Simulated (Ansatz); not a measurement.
## Ba$_{2}$CoAg$_{2}$Se$_{2}$O$_{2}$: frozen-core PAW against all-electron methods

```xyz
9
Lattice="-2.1116 2.1116 10.0180 2.1116 -2.1116 10.0180 2.1116 2.1116 -10.0180" Properties=species:S:1:pos:R:3 pbc="T T T"
Ba    0.0000    0.0000    8.2510
Ba    0.0000    0.0000   11.7849
Co    0.0000    0.0000    0.0000
Ag    0.0000    2.1116    5.0090
Ag    2.1116    0.0000    5.0090
Se    0.0000    0.0000    3.2566
Se    0.0000    0.0000   16.7793
O     0.0000    2.1116    0.0000
O     2.1116    0.0000    0.0000
```

Atoms are numbered in the order listed.

The geometry is COD entry 4338064, unchecked; take it as a test cell.

Semilocal functionals without U often leave such compounds metallic or with too small a gap, and the real magnetic order may differ.

The magnetic state is the one reached from the start moments; no search over orders was made, so it needn't be the ground state.

No spin–orbit coupling, which matters for the heavy atoms here.

Levels of theory: DFT, LDA, PAW with Ansatz's default frozen-core files, scalar-relativistic (Ansatz 0.2.0); DFT, LDA, all-electron PAW with datasets made for the crystal, scalar-relativistic (Ansatz 0.2.0); DFT, LDA, all-electron LAPW, scalar-relativistic (Ansatz 0.2.0).

For PAW: a Γ-centred 11×11×11 k mesh, Fermi–Dirac smearing of 0.08 eV, cutoff 420 eV, spin-polarised from start moments Co3 2 μB; the PAW files were made with PBE, and the program remakes their frozen cores for this functional. The crystal-made all-electron datasets (AE datasets) take a cutoff of 360 eV at this cell. LAPW targets a basis error of 1 meV/atom. The Ansatz runs share mesh, smearing and spin set-up. Plane-wave (PAW) pressures include the program's estimate of the Pulay term.

Stress and pressure are positive in compression.

| quantity | PAW | AE datasets | LAPW |
| --- | --- | --- | --- |
| pressure (GPa) | -6.97 | -6.97 | -6.97 |
| stress xx (GPa) | -8.32 | -8.34 | -8.34 |
| stress zz (GPa) | -4.26 | -4.23 | -4.23 |
| force on Ba1, z (eV/Å) | 0.233 | 0.228 | 0.228 |
| force on Se6, z (eV/Å) | 0.162 | 0.162 | 0.162 |
| moment of the cell (μB) | 2.533 | 2.530 | 2.530 |

PAW's pressure differs from the LAPW value by about 0.01 GPa or less.
